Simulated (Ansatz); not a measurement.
GaAs:
```
CELL_PARAMETERS angstrom
      3.31210     0.00000     0.00000
      0.00000     3.31210     0.00000
      0.00000     0.00000     3.31210
ATOMIC_POSITIONS crystal
  Ga 0.00000 0.00000 0.00000
  As 0.50000 0.50000 0.50000
```

Relaxed with PBEsol. Special points in fractions of this cell's reciprocal vectors: Γ (0.000, 0.000, 0.000); X (0.000, 0.500, 0.000); M (0.500, 0.500, 0.000); R (0.500, 0.500, 0.500).

List the band energies nearest the Fermi level at these points for DFT-PBEsol with spin–orbit coupling in the program Ansatz with PAW potentials.

In eV from the Fermi level; about four levels below and three above (degenerate sets whole), none deeper than 8.9 eV; … stands for higher levels left out; points with the same levels are listed once.

```
k                    below                above
-  -----------------------  -------------------
Γ  -0.53 -0.53 -0.53 -0.53  4.79 4.79 4.79 4.79
X              -8.48 -8.48  1.33 1.33 1.60 1.60
M  -5.35 -5.35 -4.74 -4.74  2.42 2.42 7.18 7.18
R  -0.50 -0.50 -0.50 -0.50        19.97 19.97 …
```

Space group Pm-3m (CsCl type). A made-up cell: these elements were put on the sites of a structure type; neither database checked (COD, Materials Project) lists it. It is not the phase usual at ambient conditions (space group No. 216). The cell was relaxed with PBEsol under the symmetry of its start. At this level the phase is mechanically unstable.

Potentials: the later of the program's two PAW sets.
